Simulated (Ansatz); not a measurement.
MgCdTe$_{2}$:
```
MgCdTe2
1.0
    4.58071     0.00000     0.00000
    0.00000     4.58071     0.00000
    0.00000     0.00000     6.43358
Mg Cd Te
1 1 2
Direct
  0.50000   0.50000   0.50000
  0.00000   0.00000   0.00000
  0.00000   0.50000   0.25354
  0.50000   0.00000   0.74646
```

Relaxed with PBEsol.

Q: Map the electron localisation function on the plane through (0.500, 0.500, 0.500) spanned by u = [1, 1, 0] and v = [1, -1, 1] in lattice vectors, from PBEsol in the plane-wave PAW code Ansatz.

A: x is the fraction of u, y of v (the angle between them is 90°; rows are the nearest grid lines); atoms in the plane: Mg at (0.00, 0.00), Cd at (0.00, 0.50), Te at (0.75, 0.75), Te at (0.75, 0.25).
```
|124400111100000000000001111004421|
|554100111000000000011234555201355|
|221000111000000000124567888620122|
|110000000000000013567777788999741|
|752100000000001246776554345678997|
|752100000000002467765300000356787|
|642100000000012468765200000256786|
|531100000000001367766421012467775|
|221111000000000135777666666776432|
|333222110000000001356677776421223|
|554322111000000000123455543222445|
|997542111100000000000011111235799|
|997542111100000000000011111235799|
|554322111000000000123455543222445|
|333222110000000001356677776421223|
|221111000000000135777666666776432|
|531100000000001367766421012467775|
|642100000000012468765200000256786|
|752100000000002467765300000356787|
|752100000000001246776554345678997|
|110000000000000013567777788999741|
|221000111000000000124567888620122|
|554100111000000000011234555201355|
|124400111100000000000001111004421|
```
Scale: ten equal steps from 0.004 (start of '0') to 0.849 (end of '9'), in the order '0123456789'; x runs from 0.000 to 1.00, y from 0.000 (bottom) to 1.00 (top).

The density is the valence pseudo-density with augmentation charge, so density and ELF within about 1 Å of a nucleus are not all-electron values.

Space group P-4m2. The first step of the workflow began from a Materials Project structure, measured or hypothetical; the Crystallography Open Database copy checked does not list it. With Mg and Cd taken as one species the cell has the higher symmetry F-43m, so it may be an ordered model of a mixed-site phase. Its standing as an ambient phase is unchecked. The cell was relaxed with PBEsol under the symmetry of its start; whether a distortion lowers the energy is not shown. Scalar-relativistic: spin–orbit coupling is off unless named, which matters more the heavier the elements.

Potentials: the later of the program's two PAW sets.
